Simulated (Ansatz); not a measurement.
Given:

CaSi2Rh2:
```cif
data_Ca2Rh4Si4
_chemical_formula_sum 'Ca2 Si4 Rh4'
_space_group_name_H-M_alt 'I4/mmm'
_space_group_IT_number 139
_space_group_name_Hall '-I 4 2'
_cell_length_a 4.07297
_cell_length_b 4.07297
_cell_length_c 10.00589
_cell_angle_alpha 90.000
_cell_angle_beta 90.000
_cell_angle_gamma 90.000
loop_
_atom_site_label
_atom_site_type_symbol
_atom_site_symmetry_multiplicity
_atom_site_Wyckoff_symbol
_atom_site_fract_x
_atom_site_fract_y
_atom_site_fract_z
_atom_site_occupancy
Ca1 Ca 2 a 0.00000 0.00000 0.00000 1
Si1 Si 4 e 0.00000 0.00000 0.37266 1
Rh1 Rh 4 d 0.00000 0.50000 0.25000 1
```
(The calculation used a cell of 5 atoms; values per cell refer to that cell.)

This is the r²SCAN-relaxed structure.

All from DFT-r²SCAN in the program Ansatz with PAW potentials, unless another level is named. Estimate the electronic character.

metallic (no gap).

And the density of states at the Fermi level?

0.28 states/eV per atom (mean over ±0.08 eV).

Give the formation energy from the elements (no fitted shifts).

-1.05 eV/atom.

The workflow started from a Materials Project entry (that database holds measured and hypothetical structures alike); the Crystallography Open Database copy checked does not list it. Whether it is the stable phase at ambient conditions was not checked. Symmetry was held in the r²SCAN relaxation; its stability against distortions is not shown here. No spin polarisation was allowed. The references are the lowest solids computed at this level, not always the standard phases. Spin–orbit coupling is left out wherever it is not named.

Potentials: the later of the program's two PAW sets.
